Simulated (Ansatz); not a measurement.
Given:

PtAu:
```cif
data_AuPt
_chemical_formula_sum 'Pt1 Au1'
_space_group_name_H-M_alt 'P 1'
_space_group_IT_number 1
_cell_length_a 4.95700
_cell_length_b 4.95700
_cell_length_c 4.95700
_cell_angle_alpha 32.845
_cell_angle_beta 32.845
_cell_angle_gamma 32.845
loop_
_space_group_symop_operation_xyz
  'x, y, z'
loop_
_atom_site_label
_atom_site_type_symbol
_atom_site_fract_x
_atom_site_fract_y
_atom_site_fract_z
_atom_site_occupancy
Pt1 Pt 0.50000 0.50000 0.50000 1
Au1 Au 0.00000 0.00000 0.00000 1
```

This is the PBEsol-relaxed structure.

All from the program Ansatz at the PBEsol level (PAW), unless another level is named. Estimate the Poisson's ratio.

0.39.

Predict the highest zone-centre frequency.

174 cm⁻¹.

Space group R-3m. The first step of the workflow began from a Materials Project structure, measured or hypothetical; the Crystallography Open Database copy checked does not list it. With Pt and Au taken as one species the cell has the higher symmetry Fm-3m, so it may be an ordered model of a mixed-site phase. Whether it is the stable phase at ambient conditions was not checked. The PBEsol relaxation kept the symmetry of its start; its stability against distortions is not shown here. No spin polarisation was allowed. As this level gives no gap, phonon frequencies hold no LO–TO term and depend on the k-mesh and smearing (Fermi–Dirac, 0.1 eV here). Spin–orbit coupling is left out wherever it is not named.

Potentials: the later of the program's two PAW sets.
